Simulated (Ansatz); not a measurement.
CsBr (CsCl type)

```
CELL_PARAMETERS angstrom
      4.32348     0.00000     0.00000
      0.00000     4.32348     0.00000
      0.00000     0.00000     4.32348
ATOMIC_POSITIONS crystal
  Cs 0.00000 0.00000 0.00000
  Br 0.50000 0.50000 0.50000
```

This relaxed cell (volume V₀) is scaled evenly in all directions, its shape held. Symmetry pins the atoms to their sites.

Calculation: r2SCAN (plane waves to 500 eV, PAW, scalar-relativistic; Ansatz, an electronic-structure program). k mesh 8×8×8 (Γ-centred), Fermi-Dirac smearing 0.05 eV. Energies are smeared free energies. Stress and pressure are positive under compression. CsBr was relaxed with its symmetry unable to fall. The zero of ΔE is the relaxed starting cell.

```
V (Å³/atom)  ΔE (meV/atom)
-----------  -------------
37.984                 8.0
38.388                 5.4
38.792                 3.4
39.196                 1.9
39.600                 0.8
40.004                 0.2
40.408                 0.0
40.812                 0.2
41.216                 0.7
41.621                 1.6
42.025            withheld
42.429                 4.4
42.833                 6.2
```

**Question.** Fit a third-order Birch-Murnaghan form (E₀, V₀, B₀, B₀′ free) to the given rows and predict ΔE at V = 42.025.

**Answer.** Least squares on the 12 given rows: ΔE = E₀ + (9V₀B₀/16)·y²·[2 + (B₀′ − 4)y], y = (V₀/V)^(2/3) − 1, with V₀ = 40.416 Å³/atom, B₀ = 15.47 GPa (160.2 GPa = 1 eV/Å³; the term in eV is multiplied by 1000), B₀′ = 4.97, E₀ = -0.01 meV/atom; root-mean-square residual 0.02 meV/atom. At 42.025 the fit gives 2.9 meV/atom; the calculation gives 2.8 meV/atom, so the interpolation is off by 0.1 (+3.6 %). For the pressure the fit gives -0.55 GPa against the computed -0.54 GPa.

(A scan under strain: stresses follow from slopes of the energy per volume, elastic moduli from its curvatures.)
